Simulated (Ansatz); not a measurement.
An Ansatz (a quantum-chemistry and plane-wave program) run. Input:

Ansatz 0.2 input:
```yaml
crystal:
  lattice:
    - [2.9235148783, 0.0, 0.0]
    - [0.0, 2.9235148783, 0.0]
    - [0.0, 0.0, 2.9235148783]
  atoms:
    - { symbol: Al, position: [0.0, 0.0, 0.0] }
    - { symbol: Cu, position: [0.5, 0.5, 0.5] }
kpoints:
  mp_grid: { grid: [29, 29, 29] }
hamiltonian:
  xc: lda
  pseudopotentials: { kind: paw }
scf:
  occupations: { method: fermi_dirac, width: 0.1 }
elastic: { mode: relaxed_ion, stencil: two_point, amplitude: 0.005, f_tol: 0.0005 }
```

Output (shortened):

```
Pseudopotential: Al, paw, valence charge 3
Pseudopotential: Cu, paw, valence charge 19
Functional definition: SPW92
Crystal: 2 atoms, lattice volume = 24.987 Å³
Basis set: ecut = 420 eV, 461 PW (Γ)
Bands: 15, of which v1, the nominal top of the filled ones, is band 11 counted from 1 (10 counted from 0)
Symmetry: 48 space group operations
Space group: Pm-3m (ITA 221), of the structure as read, at distance tolerance 2.9e-5 Å
k-points: 680 of 24389
SCF iter   1: F=—  HF=-7068.946120 eV  |F-HF|=—  |Δ(HF+E_count)|=         —  Δρ=1.79e-2  dr2=3.45e-2  ethr=1.77e-3  ⟨swp⟩=4.2  Hψ=45693  notcnv=0
preconditioner: auto → none
SCF iter   2: F=—  HF=-7068.938449 eV  |F-HF|=—  |Δ(HF+E_count)|=   7.67e-3  Δρ=2.76e-3  dr2=1.19e-3  ethr=1.57e-4  ⟨swp⟩=2.0  Hψ=22133  notcnv=0  defer=10
SCF iter   3: F=—  HF=-7068.938022 eV  |F-HF|=—  |Δ(HF+E_count)|=   4.27e-4  Δρ=1.88e-3  dr2=3.72e-4  ethr=5.40e-6  ⟨swp⟩=2.1  Hψ=15279  notcnv=0  defer=10
SCF iter   4: F=—  HF=-7068.937933 eV  |F-HF|=—  |Δ(HF+E_count)|=   8.94e-5  Δρ=4.15e-4  dr2=1.91e-5  ethr=1.69e-6  ⟨swp⟩=1.0  Hψ=10190  notcnv=0  defer=10
SCF iter   5: F=—  HF=-7068.937927 eV  |F-HF|=—  |Δ(HF+E_count)|=   5.88e-6  Δρ=4.78e-5  dr2=2.72e-7  ethr=8.67e-8  ⟨swp⟩=1.0  Hψ=10190  notcnv=0  defer=10
SCF iter   6: F=—  HF=-7068.937931 eV  |F-HF|=—  |Δ(HF+E_count)|=   4.60e-6  Δρ=3.92e-6  dr2=1.57e-9  ethr=1.24e-9  ⟨swp⟩=1.8  Hψ=11732  notcnv=0  defer=10
SCF iter   7: F=—  HF=-7068.937931 eV  |F-HF|=—  |Δ(HF+E_count)|=  1.96e-10  Δρ=2.72e-7  dr2=7.48e-12  ethr=7.12e-12  ⟨swp⟩=1.8  Hψ=13270  notcnv=0  defer=10
SCF iter   8: F=-7068.937931 eV  HF=-7068.937931 eV  |F-HF|=2.73e-12  |Δ(HF+E_count)|=    0.00e0  Δρ=1.26e-8  dr2=2.15e-14  ethr=1.00e-12  ⟨swp⟩=3.2  Hψ=42921  notcnv=0
SCF 1 converged in 8 iterations: F = -7068.937931 eV  dr2 = 2.15e-14
Crystal: 2 atoms, lattice volume = 24.862 Å³
Symmetry: 16 space group operations
k-points: 1800 of 24389
iter 1 solved again at ethr=4.22e-6 eV; its pass at ethr=3.10e-3 eV (dr2=9.28e-4 eV) is discarded
SCF iter   1: F=—  HF=-7068.937838 eV  |F-HF|=—  |Δ(HF+E_count)|=         —  Δρ=2.23e-3  dr2=9.21e-4  ethr=4.22e-6  ⟨swp⟩=2.4  Hψ=154117  notcnv=0
preconditioner: auto → none
SCF iter   2: F=—  HF=-7068.937673 eV  |F-HF|=—  |Δ(HF+E_count)|=   1.65e-4  Δρ=3.36e-4  dr2=9.26e-6  ethr=4.18e-6  ⟨swp⟩=2.2  Hψ=36163  notcnv=0
SCF iter   3: F=—  HF=-7068.937661 eV  |F-HF|=—  |Δ(HF+E_count)|=   1.18e-5  Δρ=1.66e-4  dr2=5.89e-6  ethr=4.21e-8  ⟨swp⟩=2.0  Hψ=46926  notcnv=0
SCF iter   4: F=—  HF=-7068.937662 eV  |F-HF|=—  |Δ(HF+E_count)|=   4.55e-7  Δρ=6.68e-5  dr2=9.76e-7  ethr=2.68e-8  ⟨swp⟩=1.0  Hψ=26990  notcnv=0
SCF iter   5: F=—  HF=-7068.937661 eV  |F-HF|=—  |Δ(HF+E_count)|=   7.53e-7  Δρ=1.56e-5  dr2=5.19e-8  ethr=4.44e-9  ⟨swp⟩=2.2  Hψ=36053  notcnv=0
SCF iter   6: F=—  HF=-7068.937661 eV  |F-HF|=—  |Δ(HF+E_count)|=   5.22e-9  Δρ=2.16e-6  dr2=1.02e-9  ethr=2.36e-10  ⟨swp⟩=2.4  Hψ=36850  notcnv=0
SCF iter   7: F=—  HF=-7068.937661 eV  |F-HF|=—  |Δ(HF+E_count)|=  1.21e-10  Δρ=1.56e-7  dr2=5.06e-12  ethr=4.66e-12  ⟨swp⟩=2.4  Hψ=38492  notcnv=0
SCF iter   8: F=-7068.937661 eV  HF=-7068.937661 eV  |F-HF|=1.82e-12  |Δ(HF+E_count)|=  9.09e-13  Δρ=1.49e-8  dr2=2.42e-14  ethr=1.00e-12  ⟨swp⟩=2.9  Hψ=108501  notcnv=0
SCF 2 converged in 8 iterations: F = -7068.937661 eV  dr2 = 2.42e-14
Crystal: 2 atoms, lattice volume = 25.112 Å³
Basis set: ecut = 420 eV, 469 PW (Γ)
iter 1 solved again at ethr=7.14e-10 eV; its pass at ethr=3.10e-3 eV (dr2=1.57e-7 eV) is discarded
SCF iter   1: F=—  HF=-7068.937726 eV  |F-HF|=—  |Δ(HF+E_count)|=         —  Δρ=1.24e-4  dr2=1.59e-7  ethr=7.14e-10  ⟨swp⟩=2.0  Hψ=154304  notcnv=0
preconditioner: auto → none
SCF iter   2: F=—  HF=-7068.937727 eV  |F-HF|=—  |Δ(HF+E_count)|=   1.53e-6  Δρ=6.17e-5  dr2=2.50e-8  ethr=7.14e-10  ⟨swp⟩=1.0  Hψ=26988  notcnv=0
SCF iter   3: F=—  HF=-7068.937728 eV  |F-HF|=—  |Δ(HF+E_count)|=   5.03e-7  Δρ=1.08e-5  dr2=4.53e-9  ethr=1.13e-10  ⟨swp⟩=2.2  Hψ=38723  notcnv=0
SCF iter   4: F=—  HF=-7068.937728 eV  |F-HF|=—  |Δ(HF+E_count)|=   1.06e-8  Δρ=1.90e-6  dr2=1.15e-10  ethr=2.06e-11  ⟨swp⟩=2.4  Hψ=42332  notcnv=0
SCF iter   5: F=—  HF=-7068.937728 eV  |F-HF|=—  |Δ(HF+E_count)|=  3.92e-10  Δρ=1.23e-7  dr2=9.14e-13  ethr=5.22e-13 (applied; sched 1.00e-12)  ⟨swp⟩=1.7  Hψ=36548  notcnv=0
SCF iter   6: F=-7068.937728 eV  HF=-7068.937728 eV  |F-HF|=9.09e-12  |Δ(HF+E_count)|=    0.00e0  Δρ=5.66e-9  dr2=2.89e-15  ethr=1.00e-12  ⟨swp⟩=4.0  Hψ=89481  notcnv=0
SCF 3 converged in 6 iterations: F = -7068.937728 eV  dr2 = 2.89e-15
Crystal: 2 atoms, lattice volume = 24.987 Å³
Symmetry: 8 space group operations
k-points: 3375 of 24389
iter 1 solved again at ethr=1.36e-7 eV; its pass at ethr=3.10e-3 eV (dr2=2.99e-5 eV) is discarded
SCF iter   1: F=—  HF=-7068.937843 eV  |F-HF|=—  |Δ(HF+E_count)|=         —  Δρ=4.40e-4  dr2=2.68e-5  ethr=1.36e-7  ⟨swp⟩=2.1  Hψ=287908  notcnv=0
preconditioner: auto → none
SCF iter   2: F=—  HF=-7068.937837 eV  |F-HF|=—  |Δ(HF+E_count)|=   5.87e-6  Δρ=1.92e-4  dr2=5.05e-6  ethr=1.22e-7  ⟨swp⟩=1.0  Hψ=50598  notcnv=0
SCF iter   3: F=—  HF=-7068.937834 eV  |F-HF|=—  |Δ(HF+E_count)|=   3.34e-6  Δρ=5.32e-6  dr2=3.56e-9  ethr=2.30e-8  ⟨swp⟩=1.0  Hψ=50598  notcnv=0
SCF iter   4: F=—  HF=-7068.937834 eV  |F-HF|=—  |Δ(HF+E_count)|=   2.91e-7  Δρ=6.26e-7  dr2=5.24e-11  ethr=1.62e-11  ⟨swp⟩=2.0  Hψ=88872  notcnv=0
SCF iter   5: F=—  HF=-7068.937834 eV  |F-HF|=—  |Δ(HF+E_count)|=  3.27e-11  Δρ=1.71e-7  dr2=3.18e-12  ethr=2.38e-13 (applied; sched 1.00e-12)  ⟨swp⟩=2.2  Hψ=72188  notcnv=0  defer=8
SCF iter   6: F=—  HF=-7068.937834 eV  |F-HF|=—  |Δ(HF+E_count)|=  9.09e-13  Δρ=8.58e-8  dr2=9.61e-13  ethr=1.44e-14 (applied; sched 1.00e-12)  ⟨swp⟩=2.4  Hψ=84068  notcnv=0  defer=25
SCF iter   7: F=-7068.937834 eV  HF=-7068.937834 eV  |F-HF|=0.00e0  |Δ(HF+E_count)|=  1.82e-12  Δρ=4.90e-9  dr2=1.60e-15  ethr=1.00e-12  ⟨swp⟩=2.9  Hψ=194846  notcnv=0
SCF 4 converged in 7 iterations: F = -7068.937834 eV  dr2 = 1.60e-15
Crystal: 2 atoms, lattice volume = 24.987 Å³
iter 1 solved again at ethr=8.98e-11 eV; its pass at ethr=3.10e-3 eV (dr2=1.98e-8 eV) is discarded
SCF iter   1: F=—  HF=-7068.937834 eV  |F-HF|=—  |Δ(HF+E_count)|=         —  Δρ=1.01e-5  dr2=1.99e-8  ethr=8.98e-11  ⟨swp⟩=2.4  Hψ=293457  notcnv=0
preconditioner: auto → none
SCF iter   2: F=—  HF=-7068.937834 eV  |F-HF|=—  |Δ(HF+E_count)|=   7.17e-9  Δρ=4.52e-6  dr2=3.53e-9  ethr=8.98e-11  ⟨swp⟩=1.0  Hψ=50654  notcnv=0
SCF iter   3: F=—  HF=-7068.937834 eV  |F-HF|=—  |Δ(HF+E_count)|=   1.42e-9  Δρ=4.65e-7  dr2=2.95e-11  ethr=1.60e-11  ⟨swp⟩=1.8  Hψ=60573  notcnv=0
SCF iter   4: F=—  HF=-7068.937834 eV  |F-HF|=—  |Δ(HF+E_count)|=    0.00e0  Δρ=2.89e-7  dr2=1.15e-11  ethr=1.34e-13 (applied; sched 1.00e-12)  ⟨swp⟩=2.1  Hψ=81460  notcnv=0  defer=21
SCF iter   5: F=-7068.937834 eV  HF=-7068.937834 eV  |F-HF|=9.09e-13  |Δ(HF+E_count)|=  3.64e-12  Δρ=2.03e-8  dr2=4.60e-14  ethr=1.00e-12  ⟨swp⟩=3.1  Hψ=208860  notcnv=0
SCF 5 converged in 5 iterations: F = -7068.937834 eV  dr2 = 4.60e-14
SCF converged after 8 iterations
Free energy (F): -7068.937931 eV
Harris-Foulkes:  -7068.937931 eV  (|F-HF|=2.73e-12)
Internal energy: -7068.918202 eV  (E = F + TS)
E sigma→0 (E₀):  -7068.928066 eV
Entropy (-TS):   -0.019730 eV (-9.865 meV/atom)
Fermi energy:    14.021533 eV
--- Per-component energies (eV) ---
  E_band       = -414.324613
  E_kinetic    = 326.662747
  E_local      = -5101.526206  (includes V_loc(G=0)·N_el)
  E_nonlocal   = 401.436533
  E_hartree    = 2278.921154
  E_xc         = -130.601221
  E_vxc        = -147.704243  (∫ρ·V_xc dr)
  E_paw        = -2033.800143  (= ΣΔE_a)
  E_vpaw       = -451.035964  (= ΣTr[D̂ρ^β])
  E_aug_tail   = 0.000206  (compensation charges beyond the density's cutoff)
  E_ewald      = -2810.516648
  E_core_change = 0.505377  (= ΣΔE_core)
  E_smearing   = -0.019730  (= −TS)
  E_closure    = 0.000000  (closes the sum)
  Σ components = -7068.937931   (vs F -7068.937931, Δ=0.00e0)
  [band-id]    e_kinetic+e_local+e_nonlocal+2·e_hartree+e_vxc+e_vpaw+e_augmentation_tail = -414.324618   (vs E_band -414.324613, Δ=-4.95e-6)
--- Forces (eV/Å), atoms counted from 1 ---
  atom   1  Al     0.00000000     0.00000000     0.00000000
  atom   2  Cu     0.00000000     0.00000000     0.00000000
  max |Σ_I F_I| component: 0.0 eV/Å
--- Stress (GPa, compression-positive) ---
        0.039382       0.000000       0.000000
        0.000000       0.039382       0.000000
        0.000000       0.000000       0.039382
  P = ⅓ Tr σ = 0.0394 GPa (0.394 kbar)
--- Band table (eV; the first three rows and the last of 680) ---
  k-point 0: bands = ["-99.4300", "-57.2325", "-57.2325", "-57.2325", "1.9382", "8.7145", "8.7145", "9.8626", "9.8626", "9.8626", "17.9973", "17.9973", "17.9973", "20.5189", "20.5189"]
  k-point 1: bands = ["-99.4300", "-57.2327", "-57.2325", "-57.2325", "1.9594", "8.7160", "8.7179", "9.8562", "9.8562", "9.8634", "17.6904", "18.0229", "18.0229", "20.5251", "20.7928"]
  k-point 2: bands = ["-99.4300", "-57.2331", "-57.2325", "-57.2325", "2.0230", "8.7198", "8.7280", "9.8375", "9.8375", "9.8655", "17.0094", "18.0996", "18.0996", "20.5441", "21.3653"]
  k-point 679: bands = ["-99.4282", "-57.2420", "-57.2420", "-57.2420", "8.1383", "8.1523", "8.1523", "10.3132", "10.3132", "14.3842", "14.5863", "14.5863", "16.0730", "16.4841", "16.4841"]
--- Elastic constants: 2 strain directions × 2 members + reference (group order 48) ---
  dense FFT box of the reference and of every strained cell: 20×20×20
  strains applied: 11, 23; error gains: componentwise 1.00 (the most a stress slope's error grows in a printed constant), spectral 1.73 (1 for all six strains …
  C = ∂σ_k/∂η_j (tension-positive GPa; Voigt order 11 22 33 23 13 12):
       121.705    146.947    146.947      0.000      0.000      0.000
       146.947    121.705    146.947      0.000      0.000      0.000
       146.947    146.947    121.705      0.000      0.000      0.000
         0.000      0.000      0.000     50.251      0.000      0.000
         0.000      0.000      0.000      0.000     50.251      0.000
         0.000      0.000      0.000      0.000      0.000     50.251
  reference stress σ⁰ (GPa):     -0.039     -0.039     -0.039      0.000      0.000      0.000
  C* (energy form; C + prestress term) asymmetry max|C*_kj − C*_jk| = 5.684e-14 GPa — a small one proves nothing (zero by symmetry where the batch's group is …
  moduli (Voigt/Reuss/Hill, GPa): K = 138.53/138.53/138.53   G = 25.10/-50.62/-12.76   E = -39.49   ν = 0.548
  mechanically stable: NO (min eigenvalue of sym C = -25.24 GPa)
  where every solve meets its electron count the energy-path curvature estimates C_jj along a normal strain and C_jj − ¼(σ⁰_aa + σ⁰_bb) along a shear (ab), of …
  strain η (Voigt 11):  stress-route row diagonal C_11 = 121.71 GPa, energy-path curvature d²(F+E_count+ΔE)/dδ²/Ω₀ = 121.60 GPa
         δ    σ_11 (GPa)             F (eV)   n_scf  n_hpsi   n_pw
    -5.000e-3      -0.6588       -7068.9376610       8  512838    500   relax 0 steps, max|allowed force component| 0.0 eV/Å
     5.000e-3       0.5582       -7068.9377276       6  417130    504   relax 0 steps, max|allowed force component| 0.0 eV/Å
  strain η (Voigt 23):  stress-route row diagonal C_44 = 50.25 GPa, energy-path curvature d²(F+E_count+ΔE)/dδ²/Ω₀ = 50.22 GPa
         δ    σ_23 (GPa)             F (eV)   n_scf  n_hpsi   n_pw
    -5.000e-3      -0.2513       -7068.9378341       7  882992    502   relax 0 steps, max|allowed force component| 0.0 eV/Å
     5.000e-3       0.2513       -7068.9378341       5  748896    502   relax 0 steps, max|allowed force component| 0.0 eV/Å
```

Cost: around 2.8 core-minutes (rough) on shared cores.

The first step of the workflow began from a Materials Project structure, measured or hypothetical; the Crystallography Open Database copy checked does not list it. COD files the formula under space group No. 12. Its standing as an ambient phase is unchecked. The cell was relaxed with LDA under the symmetry of its start. At this level the phase is mechanically unstable. No spin polarisation was allowed. As this level gives no gap, shear constants depend on the k-mesh and smearing (Fermi–Dirac, 0.1 eV here).

Potentials: the later of the program's two PAW sets.

Ansatz is a plane-wave DFT program.
